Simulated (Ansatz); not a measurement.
## Trial structures of GeP4: starts and ends

Theory: DFT PBE, scalar-relativistic, plane waves, PAW in Ansatz 0.2.0. Settings: cutoff 420 eV, Γ-centred meshes spaced at most about 0.3 Å⁻¹, and about 0.25 Å⁻¹ or finer for metals (2π included), Gaussian smearing. No spin polarisation in the final relaxations.

Each guess was relaxed in cell and atoms at zero pressure, within the symmetry of its start. All energies are static (0 K, no zero-point motion). Coordination counts P atoms around Ge (those within 1.25 times the shortest such distance or 1.15 times the sum of covalent radii; a plus sign parts nearer from farther groups; the shortest distance is added where it is long for a bond).

```csv
guess,made from,start group,V start (Å³/atom),end group,V end (Å³/atom),coordination at the end,gap on mesh (eV),E over the lowest end (meV/atom)
1,Hg4Pt type,Im-3m,20.0,?,?,?,?,?
2,random cell,P6/mmm,22.1,P6/mmm,17.1,Ge 6,0,155
3,BaAl4 type,I4/mmm,23.6,I4/mmm,16.6,Ge 2+8,0,37
4,OsCl4 type,Cmmm,18.0,Cmmm,18.0,Ge 6,0,129
5,PtPb4 type,P4/nbm,19.6,P4/nbm,18.3,Ge 8 from 2.9 Å,0,0
```

Guess 1 as it starts:

```
Ge P
1.0
    -2.92621    2.92621    2.92621
     2.92621   -2.92621    2.92621
     2.92621    2.92621   -2.92621
Ge P
1 4
Direct
  0.00000 0.00000 0.00000
  0.00000 0.00000 0.50000
  0.50000 0.00000 0.00000
  0.00000 0.50000 0.00000
  0.50000 0.50000 0.50000
```

Problem. Predict the end of this guess and its energy over the lowest end.

Solution. It ends in space group Im-3m (No. 229), with a = 5.740 Å, 18.9 Å³/atom and no gap. It lies 0.45 eV/atom over the lowest end, above guess 2 and so the highest of the set. Counting P atoms around Ge, this end has Ge 8 and the lowest (guess 5) has Ge 8 from 2.9 Å. The lowest (guess 5) holds P–P units of three or more atoms (shortest 2.23 Å); in this end the shortest P–P distance is 2.87 Å.

```cif
data_structure
_symmetry_space_group_name_H-M 'Im-3m'
_symmetry_Int_Tables_number 229
_cell_length_a 5.7404
_cell_length_b 5.7404
_cell_length_c 5.7404
_cell_angle_alpha 90.000
_cell_angle_beta 90.000
_cell_angle_gamma 90.000
_cell_volume 189.15
loop_
_atom_site_label
_atom_site_type_symbol
_atom_site_symmetry_multiplicity
_atom_site_Wyckoff_symbol
_atom_site_fract_x
_atom_site_fract_y
_atom_site_fract_z
_atom_site_occupancy
Ge1 Ge 2 a 0.00000 0.00000 0.00000 1
P1 P 8 c 0.25000 0.25000 0.75000 1
```

Formation energies are uncorrected and refer to the elements' standard structures at the same level. The references include black phosphorus.

Problem. Is the lowest end bound against the elements?

Solution. No: its formation energy is +0.34 eV/atom. The separate elements lie lower, so it is unstable against them.

The reference form of P is held partly by dispersion forces, which this level lacks. Cells relaxed within their symmetry can be saddle points. A lower structure may well exist outside this small set. Some structure types and database cells were kept out of the candidates from the start, so a known form may be missing.
